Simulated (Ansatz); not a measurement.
The start is a generated cell, Au built in the AFLOW prototype A_oC8_64_f (A14, as in I). A full variable-cell relaxation at zero pressure is run with PBE (plane waves to 420 eV, PAW, scalar-relativistic; Ansatz, a program for electronic structure). First-step values are on the input's coarse k-mesh.

Ansatz input (later rounds restart from its end on a renewed k-mesh):
Ansatz 0.2 input:
```yaml
crystal:
  lattice:
    - [2.6614453, -1.742116, 0]
    - [2.6614453, 1.742116, 0]
    - [0, 0, 7.3241279]
  atoms:
    - { symbol: Au, position: [0.84515, 0.15485, 0.1175] }
    - { symbol: Au, position: [0.15485, 0.84515, 0.8825] }
    - { symbol: Au, position: [0.34515, 0.65485, 0.3825] }
    - { symbol: Au, position: [0.65485, 0.34515, 0.6175] }
basis: { ecutwfc: 420, ecutrho_ratio: 4, xc_grid: 2, fft_grid_basis: typed }
kpoints: { mp_grid: { grid: [11, 11, 5] } }
hamiltonian:
  xc: pbe
  dispersion: none
  pseudopotentials: { azcp: { folder: ./paw }, kind: paw }
scf: { occupations: { method: fermi_dirac, width: 0.05 } }
relax: { f_tol: 0.01, max_steps: 100, cell: { stress_tol: 0.02 } }
output: { forces: true, stress: true }
```

| Item | Value |
|---|---|
| Energy released | about 2.4 eV/atom |
| Shortest distances (start → end) | The closest pairs of elements (up to four, under 3.6 Å), start → end: Au–Au 2.03 → 2.94 Å |
| Band gap at the end | zero (metallic) |
| Optimiser moves | 26 |

Relaxed structure:

Space group Fm-3m (No. 225); a = 4.1583 Å, b = 4.1583 Å, c = 4.1583 Å, α = 90.00°, β = 90.00°, γ = 90.00°

```json
[
 {"atom": "Au", "site": "4b", "symmetry": "m-3m", "x": "0.5000", "y": "0.5000", "z": "0.5000"}
]
```
(The calculation used a cell of 1 atom; values per cell refer to that cell.)

Final values are on a 22×22×22 k-mesh of the relaxed cell. The start holds a very short contact (Au–Au 2.03 Å). No spin polarisation in the result.

The run could not lose the symmetry of its start.
